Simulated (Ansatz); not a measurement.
Sb$_{2}$Se$_{3}$:
```
CELL_PARAMETERS angstrom
      4.04310     0.00000     0.00000
     -2.02155     3.50143     0.00000
      0.00000     0.00000    10.12586
ATOMIC_POSITIONS crystal
  Sb 0.33333 0.66667 0.18655
  Sb 0.66667 0.33333 0.81345
  Se 0.00000 0.00000 0.00000
  Se 0.33333 0.66667 0.66131
  Se 0.66667 0.33333 0.33869
```

Relaxed with r²SCAN. Special points in fractions of this cell's reciprocal vectors: Γ (0.000, 0.000, 0.000); M (0.500, 0.000, 0.000); K (0.333, 0.333, 0.000); A (0.000, 0.000, 0.500); L (0.500, 0.000, 0.500); H (0.333, 0.333, 0.500).

**Question.** List the band energies nearest the valence-band maximum at these points for plane-wave PAW r²SCAN with spin–orbit coupling (Ansatz code).

**Answer.** In eV from the valence-band maximum; about four levels below and three above (degenerate sets whole), none deeper than 8.9 eV; points with the same levels are listed once.

```csv
k,below,above
Γ,-1.46 -1.46 0.00 0.00,0.35 0.35 1.21 1.21
M,-1.82 -1.82 -0.59 -0.59,1.16 1.16 2.26 2.26
K,-1.15 -1.15 -1.15 -1.15,1.45 1.45 2.77 2.77
A,-0.86 -0.86 -0.69 -0.69,0.52 0.52 1.24 1.24
L,-1.61 -1.61 -1.05 -1.05,0.98 0.98 1.96 1.96
H,-0.63 -0.63 -0.62 -0.62,1.99 1.99 2.26 2.26
```

Space group P-3m1 (La2O3 or Ni2Al3 type). The cell is a constructed one: a structure type filled with these elements; neither database checked (COD, Materials Project) lists it. It is not the phase usual at ambient conditions (space group No. 62). Symmetry was held in the r²SCAN relaxation; its stability against distortions is not shown here.

Potentials: the earlier of the program's two PAW sets.
